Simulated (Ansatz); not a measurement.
Space group Fd-3m:1 (No. 227). a = 6.645 Å, b = 6.645 Å, c = 6.645 Å, α = 90.00°, β = 90.00°, γ = 90.00°
```tsv
atom	site	symmetry	x	y	z
Nb	8a	-43m	0.5000	0.0000	0.5000
Co	16d	.-3m	0.1250	0.6250	0.1250
```

Equation of state of this NbCo2 structure (not necessarily the ground state), with shape and atoms relaxed at each volume where symmetry leaves them free. It has no gap at any of these volumes. These are results of DFT PBEsol, scalar-relativistic, plane waves, PAW in Ansatz, not measurements.

Cutoff 420 eV; k points 10×10×10 on the computed 6-atom cell (Γ-centred); Gaussian smearing, width 0.10 eV; no spin polarisation.

```csv
V (Å³/atom),E − E(largest V) (meV/atom),P (GPa)
11.494,6.81,18.43
11.861,-23.42,8.48
12.227,-32.60,0.01
12.594,-23.91,-7.19
12.961,0.00,-13.30
```

Problem. Fit a third-order Birch–Murnaghan equation to E(V).

Solution. V0 = 12.22 Å³/atom, B0 = 260 GPa, B0' = 4.4.

Spin polarisation was left out, and a magnetic state may lie lower.

Cost: 5 runs of about 1.7 core-minutes in all, on Arm Neoverse V1 (shared hosts).